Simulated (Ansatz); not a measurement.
Level of theory: DFT PBE, scalar-relativistic, plane waves, PAW in Ansatz 0.2.0. All cells share a 420 eV cutoff and Γ-centred k meshes spaced at most about 0.3 Å⁻¹ (about 0.25 or finer for metals, 2π included). No spin polarisation in the final relaxations.

These are static total energies at zero pressure. All come from trial cells, and lower structures may exist.

Question: These unrelaxed guesses for HfSnSe4 are each relaxed within their symmetry. Order them by the energy at which they end, lowest first.
A.

```cif
data_structure
_symmetry_space_group_name_H-M 'P6/mmm'
_symmetry_Int_Tables_number 191
_cell_length_a 4.1989
_cell_length_b 4.1989
_cell_length_c 8.7286
_cell_angle_alpha 90.000
_cell_angle_beta 90.000
_cell_angle_gamma 120.000
_cell_volume 133.27
loop_
_atom_site_label
_atom_site_type_symbol
_atom_site_symmetry_multiplicity
_atom_site_Wyckoff_symbol
_atom_site_fract_x
_atom_site_fract_y
_atom_site_fract_z
_atom_site_occupancy
Hf1 Hf 1 a 0.00000 0.00000 0.00000 1
Sn1 Sn 1 b 0.00000 0.00000 0.50000 1
Se1 Se 4 h 0.33333 0.66667 0.74327 1
```

B.

```cif
data_structure
_symmetry_space_group_name_H-M 'P4/mmm'
_symmetry_Int_Tables_number 123
_cell_length_a 4.5780
_cell_length_b 4.5780
_cell_length_c 6.5704
_cell_angle_alpha 90.000
_cell_angle_beta 90.000
_cell_angle_gamma 90.000
_cell_volume 137.70
loop_
_atom_site_label
_atom_site_type_symbol
_atom_site_symmetry_multiplicity
_atom_site_Wyckoff_symbol
_atom_site_fract_x
_atom_site_fract_y
_atom_site_fract_z
_atom_site_occupancy
Hf1 Hf 1 a 0.00000 0.00000 0.00000 1
Sn1 Sn 1 d 0.50000 0.50000 0.50000 1
Se1 Se 4 i 0.50000 0.00000 0.73387 1
```

C.

```cif
data_structure
_symmetry_space_group_name_H-M 'P6/mmm'
_symmetry_Int_Tables_number 191
_cell_length_a 4.3987
_cell_length_b 4.3987
_cell_length_c 10.5190
_cell_angle_alpha 90.000
_cell_angle_beta 90.000
_cell_angle_gamma 120.000
_cell_volume 176.26
loop_
_atom_site_label
_atom_site_type_symbol
_atom_site_symmetry_multiplicity
_atom_site_Wyckoff_symbol
_atom_site_fract_x
_atom_site_fract_y
_atom_site_fract_z
_atom_site_occupancy
Hf1 Hf 1 a 0.00000 0.00000 0.00000 1
Sn1 Sn 1 b 0.00000 0.00000 0.50000 1
Se1 Se 2 e 0.00000 0.00000 0.70178 1
Se2 Se 2 c 0.33333 0.66667 0.00000 1
```

D.

```cif
data_structure
_symmetry_space_group_name_H-M 'P-3m1'
_symmetry_Int_Tables_number 164
_cell_length_a 3.8764
_cell_length_b 3.8764
_cell_length_c 13.3490
_cell_angle_alpha 90.000
_cell_angle_beta 90.000
_cell_angle_gamma 120.000
_cell_volume 173.71
loop_
_atom_site_label
_atom_site_type_symbol
_atom_site_symmetry_multiplicity
_atom_site_Wyckoff_symbol
_atom_site_fract_x
_atom_site_fract_y
_atom_site_fract_z
_atom_site_occupancy
Hf1 Hf 1 b 0.00000 0.00000 0.50000 1
Sn1 Sn 1 a 0.00000 0.00000 0.00000 1
Se1 Se 2 d 0.66667 0.33333 0.88976 1
Se2 Se 2 d 0.66667 0.33333 0.37664 1
```

Answer: D (ends in P-3m1, 0 meV/atom), B (ends in P4/mmm, 0.30 eV/atom), C (ends in P6/mmm, 0.68 eV/atom), A (ends in P6/mmm, 0.83 eV/atom).

Weakly bound directions are ill-defined at this level, which has no dispersion term (P-3m1), and this can change margins and order among such cells. Spin–orbit coupling, which can matter for Hf, is left out. Cells relaxed within their symmetry can be saddle points. Some candidate types were left out of the draw beforehand, so a known form may be missing.
